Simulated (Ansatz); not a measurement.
All numbers below come from DFT PBE, scalar-relativistic, plane waves, PAW, and for the lanthanide a 4f-in-core norm-conserving potential (Ansatz). Settings: cutoff 690 eV, Γ-centred meshes spaced at most about 0.3 Å⁻¹, and about 0.25 Å⁻¹ or finer for metals (2π included), Gaussian smearing. No spin polarisation in the final relaxations.

These are static total energies at zero pressure.

Two relaxed structures of K3TbTe2:

A. Space group P6/mmm (No. 191), hexagonal, a = 6.881 Å, c = 9.569 Å. K has 4 K at 3.44 Å and 4 Te at 3.92 Å; Tb has 2 Te at 2.91 Å, 12 K at 5.89 Å, 2 Te at 6.66 Å and 6 Tb at 6.88 Å; Te is surrounded by 1 Tb at 2.91 Å, 1 Te at 3.74 Å and 6 K at 3.92 Å.

B. Space group P6/mmm (No. 191), hexagonal, a = 6.714 Å, c = 5.633 Å. Around K lie 4 K at 3.36 Å, 4 Te at 3.42 Å and 4 Tb at 4.38 Å; around Tb lie 6 Te at 3.88 Å and 12 K at 4.38 Å; Te is surrounded by 6 K at 3.42 Å, 3 Te at 3.88 Å and 3 Tb at 3.88 Å.

Question: Which would you expect to be lower, and how large is the difference?

Answer: B is lower, by 207 meV/atom. A has space group P6/mmm (No. 191), 65.4 Å³/atom and no gap on its mesh; B has space group P6/mmm (No. 191), 36.7 Å³/atom and no gap. Counting Te atoms around K and Tb (those within 1.25 times the shortest such distance or 1.15 times the sum of covalent radii, 1.27 where that leaves under three), A has K 4, Tb 2 and B has K 4, Tb 6. The denser one is the lower, and pressure would at first widen the difference. Both come from invented guesses. A third cell relaxed alike, in P4/mmm, lies 284 meV/atom below the lower of the two.

Spin–orbit coupling, which can matter for Te, is left out. Cells relaxed within their symmetry can be saddle points.

The lanthanide is trivalent by construction, without f bands, f moments or other valences.
